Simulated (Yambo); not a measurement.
Given:

```xyz
6
Lattice="2.0238 1.1684 9.4434 -2.0238 1.1684 9.4434 0.0000 -2.3369 9.4434" Properties=species:S:1:pos:R:3 pbc="T T T"
O      0.0000     0.0000    12.3667
O      0.0000     0.0000    15.9634
Cu     0.0000     0.0000    14.1651
Br     0.0000     0.0000     0.0000
Sr     0.0000     0.0000     7.1630
Sr     0.0000     0.0000    21.1672
```

Workflow: LDA (pw.x of Quantum ESPRESSO, ONCV potentials, no spin-orbit coupling), then G0W0 in Yambo (4×4×4 Γ-centred k mesh, bands 5 to 149 and a 6 Ry block in the screening, 149 bands in G with the Bruneval-Gonze terminator, plasmon pole fitted at 27.2 eV).

Give the LDA and G0W0 gaps between the band edges found on this mesh, and say where the edges lie.

Edges: L → Γ. LDA: 2.20 eV; G0W0: 4.01 eV. Convergence of the G0W0 settings was not tested. Oxides, nitrides and fluorides with a shallow 3d shell are known to need far more bands and larger blocks. Spin-orbit splittings are left out. The filled Cu 3d shell has no Hubbard U; semilocal functionals place it too high.

Geometry of the Materials Project entry, not relaxed at this level.
